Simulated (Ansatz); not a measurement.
Ni (diamond, Fd-3m) at seven volumes, PBEsol (plane waves, PAW; program Ansatz), scaled uniformly. One row is withheld.

| V (Å³/atom) | P (GPa) |
|---|---|
| 14.274 | 12.74 |
| 14.745 | 7.74 |
| 15.215 | 3.54 |
| 15.686 | 0.01 |
| 16.156 | -2.96 |
| 16.627 | -5.45 |
| 17.098 | ? |

Question: Fit the shown pressures and predict the withheld one.

Answer: P = (3/2)B₀(x^(7/2) − x^(5/2))[1 + (3/4)(B′ − 4)(x − 1)] with x = (V₀/V)^(2/3). Least squares on the six rows gives V₀ = 15.687 Å³/atom, B₀ = 108 GPa, B′ = 4.77. At V = 17.098, x = 0.9442 and P = -7.58 GPa. The run itself gave -7.54 GPa.

The start of the workflow was typed in or built on a structure type; neither database checked (COD, Materials Project) lists it. It is not the phase usual at ambient conditions (space group No. 225). The PBEsol relaxation kept the symmetry of its start. At this level the phase is mechanically unstable. Magnetic state: ferromagnetic, chosen from 4 collinear starts compared on coarse meshes (ties went to the first, and starts can fall back to one state), not a proven ground state.

Potentials: the later of the program's two PAW sets.
